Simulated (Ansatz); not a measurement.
TiO2:
```yaml
crystal:
  lattice:
    - [-1.88448, 1.88448, 4.78029]
    - [1.88448, -1.88448, 4.78029]
    - [1.88448, 1.88448, -4.78029]
  atoms:
    - { symbol: Ti, position: [0.00000, 0.00000, 0.00000] }
    - { symbol: Ti, position: [0.75000, 0.25000, 0.50000] }
    - { symbol: O, position: [0.95739, 0.45739, 0.50000] }
    - { symbol: O, position: [0.20739, 0.20739, 0.00000] }
    - { symbol: O, position: [0.79261, 0.79261, 0.00000] }
    - { symbol: O, position: [0.54261, 0.04261, 0.50000] }
```

Relaxed with PBEsol. Independent-particle spectrum: no excitons, no local fields, no scissors shift; 0.1 eV broadening; ε₁ of the summed bands alone.

### Question
Tabulate the dielectric function from DFT-PBEsol in the program Ansatz with PAW potentials.

### Answer


```
E (eV)  ε₁ xx  ε₂ xx  ε₁ zz  ε₂ zz
------  -----  -----  -----  -----
0.0      6.75   0.00   6.33   0.00
0.4      6.79   0.00   6.37   0.00
0.8      6.93   0.00   6.47   0.00
1.2      7.18   0.00   6.66   0.00
1.6      7.60   0.00   6.96   0.00
2.0      8.33   0.00   7.44   0.00
2.4     10.37   0.32   8.24   0.00
2.8      9.99   3.04   9.92   0.04
3.2     11.02   3.67  16.49   4.82
3.6     12.56   8.27   6.31   8.34
4.0      6.39  10.03   7.45   6.39
4.4      2.61   8.54   0.45   8.37
4.8      3.98   9.00   1.88   4.84
5.2      0.58   9.03   3.50   2.93
5.6     -1.25   5.03   4.46   3.18
6.0      1.28   3.71   4.26   5.14
6.4      2.64   4.39   7.00   3.26
6.8      3.13   5.37   6.05   7.15
7.2     -0.07   7.03   7.75  11.38
7.6     -0.85   5.30  -1.43  13.25
8.0     -1.77   5.15  -3.77   7.43
8.4     -2.28   3.49  -4.16   4.49
8.8     -0.77   2.04  -0.14   3.79
9.2     -0.20   3.24  -3.42   6.19
9.6     -1.37   2.15  -3.85   2.79
10.0    -0.75   1.70  -2.86   1.66
10.4    -0.55   1.53  -2.08   1.23
10.8    -0.24   1.39  -1.60   0.67
11.2    -0.17   1.26  -0.98   0.52
11.6     0.15   1.18  -0.42   0.34
12.0    -0.03   1.37  -0.22   0.58
```

### Question
From ε at 2.7 eV (xx: 10.26 + 2.96i), find n, k, the normal reflectivity and the absorption coefficient.

### Answer
n = 3.24, k = 0.457, R = 29 %, α = 2kE/ħc = 130000 cm⁻¹.

With all bands, ε∞ without local fields is 7.03 (xx = yy), 6.61 (zz). DFPT, with local fields, gives 6.85 (xx = yy), 6.28 (zz).

Space group I4_1/amd (anatase). Symmetry was held in the PBEsol relaxation. No spin polarisation was allowed.

Potentials: the earlier of the program's two PAW sets. The files were generated under PBE; for other functionals the program regenerates the frozen cores, and for LDA and PBEsol the local potential too.
